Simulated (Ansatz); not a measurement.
# NbCr2: do energies and stresses tell the same story?

Level of theory: Ansatz, DFT r2SCAN, scalar-relativistic, plane waves, PAW.

Cutoff 500 eV; k points 10×10×10 on the computed 6-atom cell (Γ-centred); Gaussian smearing, width 0.10 eV; no spin polarisation.

Relaxed cell: Fd-3m, a = 6.914 Å, b = 6.914 Å, c = 6.914 Å, α = 90.00°, β = 90.00°, γ = 90.00°, 6 atoms in the primitive cell. Whether it is the stable form of this composition wasn't checked.

Energies at zero smearing and pressures from the stress tensor, at volumes with shape and atoms relaxed:
| V (Å³/atom) | E − E(first) (meV/atom) | P (GPa) |
| --- | --- | --- |
| 12.944 | 0.00 | 16.95 |
| 13.357 | -31.64 | 7.83 |
| 13.770 | -41.47 | -0.01 |
| 14.183 | -32.54 | -6.75 |
| 14.596 | -7.47 | -12.55 |

Check P = −dE/dV between neighbouring volumes, and get the bulk modulus from the pressures alone.

With 1 eV/Å³ = 160.2 GPa:
| middle V (Å³/atom) | −ΔE/ΔV (GPa) | mean P (GPa) |
| --- | --- | --- |
| 13.151 | 12.273 | 12.392 |
| 13.564 | 3.809 | 3.910 |
| 13.977 | -3.463 | -3.380 |
| 14.390 | -9.722 | -9.649 |

The two differ by 0.12 GPa at most. The mean of two end pressures misses the average over a step by about ΔV² P″/12, up to 0.12 GPa here; with that taken off 0.00 GPa remains. Around V = 13.770 Å³/atom, the two neighbours give B = −V ΔP/ΔV = 13.770 × 14.58 / 0.826 = 243.0 GPa, against B0 = 242.0 GPa from the Birch–Murnaghan fit of the energies.

Spin polarisation was left out, and a magnetic state may lie lower.

A ferromagnetic start lost its moments in a first run, so spin was left out; other magnetic orders weren't tried.